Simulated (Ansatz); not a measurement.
A geometry of Al away from equilibrium: step 3 of the relaxation of a relaxed Al cell, doubled along one cell vector, shaken by Gaussian noise of σ = 0.08 Å a coordinate. Computed with PBE (plane waves to 420 eV, PAW, scalar-relativistic; Ansatz, an electronic-structure program). Γ-centred k-mesh 4×7×12 on the run's cell (coarser than for final values), Fermi–Dirac smearing 0.05 eV. The plane waves were selected for a different cell earlier on the path.

```xyz
6
Lattice="10.7070 -0.0542 0.0072 -2.7002 4.6544 0.0050 0.0018 0.0039 2.7368" Properties=species:S:1:pos:R:3 pbc="T T T"
Al     2.7068     0.0691    -0.2252
Al     8.1091    -0.0597     0.0151
Al    -1.3803     2.4234     0.1374
Al     3.9869     2.3522    -0.3231
Al     1.3171     2.3757     0.4029
Al     6.6592     2.2153     0.1674
```

### Question
What forces act on the atoms (eV/Å)?

### Answer
| atom | Fx | Fy | Fz |
|---|---|---|---|
| Al1 | -0.12 | -0.22 | -0.30 |
| Al2 | 0.06 | 0.06 | 0.01 |
| Al3 | 0.08 | 0.03 | 0.11 |
| Al4 | -0.03 | 0.19 | -0.43 |
| Al5 | 0.18 | -0.02 | 0.43 |
| Al6 | -0.17 | -0.05 | 0.18 |

The path ends in C2/m (No. 12). No spin polarisation in the result.

The end of the path is a generated cell of Al: the first start was made by a random draw of sites in a space group, and the end was not matched to a known phase here, so it may be hypothetical. Known forms of Al include space group No. 225.
